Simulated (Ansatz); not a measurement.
Consider the following.

BN:
```
CELL_PARAMETERS angstrom
      2.52322     0.00000     0.00000
     -1.26161     2.18517     0.00000
      0.00000     0.00000     4.17520
ATOMIC_POSITIONS crystal
  B  0.66667 0.33333 0.99970
  B  0.33333 0.66667 0.49970
  N  0.66667 0.33333 0.62530
  N  0.33333 0.66667 0.12530
```

This is the LDA-relaxed structure. Cartesian axes are those of the cell as given.

Task: All from plane-wave PAW LDA (Ansatz code), unless another level is named. Give the Debye temperature from the elastic constants.

Result: 1930 K.

Task: Predict the elastic constants (relaxed ions, GPa).

Result: C11 = 987, C12 = 146, C13 = 64.3, C33 = 1090, C44 = 345.

Task: Next, the piezoelectric stress constants (proper, relaxed ions, C/m²)?

Result: e15 = e24 = e31 = e32 = -0.30, e33 = 0.89.

Space group P6_3mc (wurtzite). The LDA relaxation kept the symmetry of its start; phonons on a q-mesh show no instability.

Potentials: the later of the program's two PAW sets.
